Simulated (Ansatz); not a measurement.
**WI6: a bulk modulus from differences**

It was reached by relaxing an invented guess, and it needn't be the stable form of this composition.

These are results of DFT PBE, scalar-relativistic, plane waves, PAW in Ansatz, not measurements. Plane waves to 420 eV, a 6×6×6 mesh through Γ for the 7-atom cell and 0.01 eV Gaussian smearing; no spin polarisation.

```cif
data_structure
_symmetry_space_group_name_H-M 'Fm-3m'
_symmetry_Int_Tables_number 225
_cell_length_a 11.5689
_cell_length_b 11.5689
_cell_length_c 11.5689
_cell_angle_alpha 90.000
_cell_angle_beta 90.000
_cell_angle_gamma 90.000
_cell_volume 1548.37
loop_
_atom_site_label
_atom_site_type_symbol
_atom_site_symmetry_multiplicity
_atom_site_Wyckoff_symbol
_atom_site_fract_x
_atom_site_fract_y
_atom_site_fract_z
_atom_site_occupancy
W1 W 4 a 0.00000 0.00000 0.00000 1
I1 I 24 e 0.23435 0.00000 0.00000 1
```

The cell was set to several volumes, with shape and atoms relaxed at each where symmetry leaves them free. Pressure is positive in compression, and energies count from the lowest row.

```csv
row,V (Å³/atom),P (GPa),ΔE (meV/atom),gap on mesh (eV)
1,48.663,0.49,8.9,0.00
2,50.322,0.35,4.6,0.01
3,51.981,?,?,?
4,53.640,0.08,0.4,0.13
5,55.299,-0.01,0.0,0.18
6,56.958,-0.05,0.3,0.23
7,58.617,-0.08,0.9,0.28
8,60.829,-0.10,2.2,0.33
```

Question: Find B = −V·ΔP/ΔV from rows 4 and 6 and from rows 1 and 2, and from the two its slope B′ and its value B0 at zero pressure.

Answer: Rows 4 and 6 give −(53.640 + 56.958)/2 × (-0.05 − (0.08))/(56.958 − 53.640) = 2.2 GPa at a mean pressure of 0.01 GPa. Rows 1 and 2 give −(48.663 + 50.322)/2 × (0.35 − (0.49))/(50.322 − 48.663) = 4.2 GPa at a mean pressure of 0.42 GPa. So B′ = (4.2 − 2.2)/(0.42 − (0.01)) = 4.88 and B0 = 2.2 − 4.88 × (0.01) = 2.2 GPa. A third-order Birch–Murnaghan fit to all the energies gives B0 = 2.1 GPa and B′ = 11.8.

Question: Estimate the pressure and energy of row 3.

Answer: From row 5, V0 = 55.299 × (1 + (-0.01)/2.2) = 55.048 Å³/atom. Murnaghan's form P = (B0/B′)·[(V0/V)^B′ − 1] gives (2.2/4.88) × [(55.048/51.981)^4.88 − 1] = 0.15 GPa; the computed pressure is 0.20 GPa, so the estimate is off by -0.05 GPa. The work of compression from row 4, with the mean of the two pressures, gives ΔE = 0.4 + (0.15 + 0.08)/2 × (53.640 − 51.981)/160.2 × 1000 = 1.6 meV/atom (1 eV/Å³ = 160.2 GPa); the computed value is 1.7 meV/atom. Its gap on the mesh is 0.07 eV.

No dispersion correction is applied, so the spacing and binding between layers, chains or molecules are poorly described. These runs have no spin–orbit coupling, which can matter for I and W. Kohn–Sham gaps at this level usually fall short of measured ones. The missing spin–orbit coupling can work the other way here. Small gaps are read on the mesh alone, and bands can cross between its points. All volumes keep the k mesh of the relaxed cell. Symmetry constrained the relaxation, so the result can be a saddle point.
